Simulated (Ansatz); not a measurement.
Ba2TeS as one 4-atom ordering (R-3m) on the rocksalt lattice, relaxed with r2SCAN, was run in the PAW code Ansatz under altered settings. All numbers are computed, without spin polarisation but where a row says otherwise.

```
CELL_PARAMETERS angstrom
2.37562 1.37156 7.82254
-2.37562 1.37156 7.82254
0.00000 -2.74312 7.82254
ATOMIC_POSITIONS crystal
S 0.00000 0.00000 0.00000
Te 0.50000 0.50000 0.50000
Ba 0.25754 0.25754 0.25754
Ba 0.74246 0.74246 0.74246
```

The base run's other keys:
```yaml
kpoints:
  mp_grid: { grid: [4, 4, 4] }
hamiltonian:
  xc: hse06
scf:
  occupations: { method: fixed }
  n_extra_bands: 5
```

It takes 15 iterations with 2961 plane waves at 420 eV and 13 k points, and leaves a mean stress of -0.26 GPa. The gap over this mesh is 2.367 eV. It ran on 4 threads of Intel(R) Xeon(R) Platinum 8488C (Sapphire Rapids) (shared host).

Outcomes, with energy and stress as changes against the base:
```csv
setting,outcome,ΔF (meV/atom),Δ mean stress (GPa),gap on the mesh (eV),iterations,wall time
"PBE hybrid, exx coeff 1.0, unscreened",converged,–,-1.1,7.544,21,55 s
"PBE hybrid, exx coeff 0.15, omega 0.1 1/Å",converged,–,+0.1,2.248,14,44 s
scf.occupations: gaussian 0.05,converged,0.0,0.0,2.367,15,41 s
```
A dash marks a value that wasn't obtained or can't be compared. Stress is positive in compression. The base took 42 s.

- PBE hybrid, exx coeff 1.0, unscreened. That is 100 % exact exchange, at all ranges, against HSE06's 25 % screened at 0.208 1/Å. The mean stress moves by -1.1 GPa and the gap on the mesh by +5.178 eV (to 7.544). Totals of different functionals aren't comparable.
- PBE hybrid, exx coeff 0.15, omega 0.1 1/Å. That is 15 % exact exchange, screened with ω = 0.1 1/Å, against HSE06's 25 % screened at 0.208 1/Å. The mean stress moves by +0.1 GPa and the gap on the mesh by -0.119 eV (to 2.248). Totals of different functionals aren't comparable. The program warns that on this mesh the truncation of the exchange isn't bounded, so part of the change can be an error of the mesh.

Within 1 meV an atom, 0.1 GPa and 0.005 eV of the base stay: scf.occupations: gaussian 0.05.

Spin-orbit coupling is left out, which matters wherever the heavy atoms make up the band edges.

The stress of a hybrid is loosely converged in these runs.
